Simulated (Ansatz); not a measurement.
With DFT-LDA in the program Ansatz with PAW potentials, LiTaO3 in the tetragonal phase (P4mm; Ta on 1b, Li on 1a, O on 1b, O on 2c) relaxes to a = 3.894 Å, c = 3.961 Å. Its formation energy from the elements is -2.75 eV/atom, with no fitted shifts.

The Kohn–Sham gap is 2.13 eV (indirect). The valence maximum lies on the R–A line, 2 % of the way from R and the conduction minimum at Γ. Electrons at the band edge weigh 0.30, 0.30, 13 mₑ (principal values).

The bulk modulus is 159 GPa. Perturbation theory gives ε∞ = 4.56 (xx = yy), 4.42 (zz). Letting the ions move raises it to ε0 = 37.7 (xx = yy), 14.9 (zz). Born charges are Ta +7.38, Li +1.06, O -2.90 to -2.64 e. The phonon dispersion is unstable, down to 72i cm⁻¹. Without the LO–TO term the highest mode at Γ lies at 706 cm⁻¹.

The start of the workflow was typed in or built on a structure type; neither database checked (COD, Materials Project) lists it. It is not the phase usual at ambient conditions (space group No. 161). The cell was relaxed with LDA under the symmetry of its start. The run is not spin-polarised. The references are the lowest solids computed at this level, not always the standard phases (solids in place of the gases). Spin–orbit coupling is left out wherever it is not named.

Potentials: the later of the program's two PAW sets.
